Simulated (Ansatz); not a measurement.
The start is a randomly generated symmetric cell of HfN (space group No. 183). A full variable-cell relaxation at zero pressure is run with PBE (plane waves to 420 eV, PAW, scalar-relativistic; Ansatz, an electronic-structure program). First-step values are on the input's coarse k-mesh.

Ansatz input (later rounds restart from its end on a renewed k-mesh):
Ansatz 0.2 input:
```yaml
crystal:
  lattice:
    - [4.3711931, 0, 0]
    - [-2.1855965, 3.7855643, 0]
    - [0, 0, 3.9441516]
  atoms:
    - { symbol: Hf, position: [0.33333333, 0.66666667, 0.7409156] }
    - { symbol: Hf, position: [0.66666667, 0.33333333, 0.7409156] }
    - { symbol: N, position: [0.33333333, 0.66666667, 0.24145751] }
    - { symbol: N, position: [0.66666667, 0.33333333, 0.24145751] }
basis: { ecutwfc: 420, ecutrho_ratio: 4, xc_grid: 2, fft_grid_basis: typed }
kpoints: { mp_grid: { grid: [6, 6, 6] } }
hamiltonian:
  xc: pbe
  dispersion: none
  pseudopotentials: { azcp: { folder: ./paw }, kind: paw }
scf: { occupations: { method: fermi_dirac, width: 0.05 } }
relax: { f_tol: 0.01, max_steps: 100, cell: { stress_tol: 0.02 } }
output: { forces: true, stress: true }
```

Task: How much energy is released per atom?

Result: 0.98 to 1.00 eV/atom (the two k-meshes of the run give this range).

Task: How do the shortest distances between atoms change?

Result: The closest pairs of elements (up to four, under 3.6 Å), start → end: Hf–N 1.97 → 1.97 Å; Hf–Hf 2.52 → 3.51 Å; N–N 2.52 → 3.51 Å.

Task: Write out the relaxed structure.

Result: 
```cif
data_Hf2N2
_chemical_formula_sum 'Hf2 N2'
_space_group_name_H-M_alt 'P6/mmm'
_space_group_IT_number 191
_space_group_name_Hall '-P 6 2'
_cell_length_a 6.07622
_cell_length_b 6.07622
_cell_length_c 3.94628
_cell_angle_alpha 90.000
_cell_angle_beta 90.000
_cell_angle_gamma 120.000
loop_
_atom_site_label
_atom_site_type_symbol
_atom_site_symmetry_multiplicity
_atom_site_Wyckoff_symbol
_atom_site_fract_x
_atom_site_fract_y
_atom_site_fract_z
_atom_site_occupancy
Hf1 Hf 2 c 0.33333 0.66667 0.00000 1
N1 N 2 d 0.33333 0.66667 0.50000 1
```

The space group stays P6/mmm (No. 191) (the run could not lower it), with 4 atoms in the primitive cell. Final values are on a 9×9×12 k-mesh of the relaxed cell. The start holds a very short contact (N–Hf 1.97 Å). No spin polarisation in the result.

The run could not lower the symmetry of its start; a shaken copy of this end point relaxes with PBE to Cmc2₁ (No. 36), 1.94 eV/atom lower.

The relaxed structure here is a generated cell of HfN: the first start was made by a random draw of sites in a space group, and the end was not matched to a known phase here, so it may be hypothetical. Known forms of HfN include space group No. 225.
